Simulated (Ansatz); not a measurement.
# YIr₂: do energies and stresses tell the same story?

Method: DFT r2SCAN, scalar-relativistic, plane waves, PAW in Ansatz.

Cutoff 500 eV; k points 8×8×8 on the computed 6-atom cell (Γ-centred); Gaussian smearing, width 0.10 eV; no spin polarisation.

Relaxed cell: Fd-3m, a = 7.539 Å, b = 7.539 Å, c = 7.539 Å, α = 90.00°, β = 90.00°, γ = 90.00°, 6 atoms in the primitive cell. Whether it is the stable form of this composition wasn't checked.

Energies at zero smearing and pressures from the stress tensor, at volumes with shape and atoms relaxed:
```csv
V (Å³/atom),E − E(first) (meV/atom),P (GPa)
15.713,0.00,36.30
16.248,-101.59,24.82
16.784,-167.86,15.12
17.320,-204.28,6.91
17.855,-215.44,-0.03
18.391,-205.25,-5.89
18.927,-177.01,-10.85
19.641,-116.10,-16.26
```

Problem. Check P = −dE/dV between neighbouring volumes, and get the bulk modulus from the pressures alone.

Solution. With 1 eV/Å³ = 160.2 GPa:
| middle V (Å³/atom) | −ΔE/ΔV (GPa) | mean P (GPa) |
| --- | --- | --- |
| 15.981 | 30.387 | 30.560 |
| 16.516 | 19.822 | 19.970 |
| 17.052 | 10.891 | 11.017 |
| 17.588 | 3.339 | 3.444 |
| 18.123 | -3.048 | -2.959 |
| 18.659 | -8.445 | -8.369 |
| 19.284 | -13.664 | -13.553 |

The two differ by 0.17 GPa at most. The mean of two end pressures misses the average over a step by about ΔV² P″/12, up to 0.16 GPa here; with that taken off 0.01 GPa remains. Around V = 17.855 Å³/atom, the two neighbours give B = −V ΔP/ΔV = 17.855 × 12.81 / 1.071 = 213.4 GPa, against B0 = 212.2 GPa from the Birch–Murnaghan fit of the energies.

Spin–orbit coupling is left out, which can shift energies with elements as heavy as these.